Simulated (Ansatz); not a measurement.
ZnIn₂O₄:
```
ZnIn2O4
1.0
    0.00000     4.46108     4.46108
    4.46108     0.00000     4.46108
    4.46108     4.46108     0.00000
Zn In O
2 4 8
Cartesian
  6.69163   6.69163   6.69163
  4.46108   4.46108   4.46108
  3.34581   3.34581   1.11527
  3.34581   1.11527   3.34581
  1.11527   1.11527   1.11527
  1.11527   3.34581   3.34581
  7.85733   7.85733   7.85733
  3.29538   5.62679   5.62679
  5.52592   5.52592   7.85733
  5.62679   3.29538   5.62679
  7.85733   5.52592   5.52592
  3.29538   3.29538   3.29538
  5.52592   7.85733   5.52592
  5.62679   5.62679   3.29538
```

Relaxed with PBEsol. Special points in fractions of this cell's reciprocal vectors: Γ (0.000, 0.000, 0.000); X (0.500, 0.000, 0.500); U (0.625, 0.250, 0.625); K (0.375, 0.375, 0.750); L (0.500, 0.500, 0.500); W (0.500, 0.250, 0.750).

List the band energies nearest the valence-band maximum at these points for the program Ansatz at the PBEsol level (PAW).

In eV from the valence-band maximum; about four levels below and three above (degenerate sets whole), none deeper than 8.9 eV; points with the same levels are listed once.

```
k                        below                     above
-  ---------------------------  ------------------------
Γ  -0.14 -0.14 -0.14 0.00 0.00  1.27 4.70 5.50 5.50 5.50
X      -0.34 -0.34 -0.11 -0.11       4.83 4.83 6.52 6.52
U      -0.66 -0.54 -0.27 -0.03            4.89 5.01 5.44
L        -0.41 -0.41 0.00 0.00       3.97 4.29 6.48 6.48
W      -0.74 -0.74 -0.18 -0.18       5.11 5.11 5.66 5.66
```

Space group Fd-3m (spinel). The workflow started from a Materials Project entry (that database holds measured and hypothetical structures alike); the Crystallography Open Database copy checked does not list it. Whether it is the stable phase at ambient conditions was not checked. The cell was relaxed with PBEsol under the symmetry of its start; of distortions, only those at the zone centre were tested. Scalar-relativistic: spin–orbit coupling is off unless named, which matters more the heavier the elements.

Potentials: the later of the program's two PAW sets.
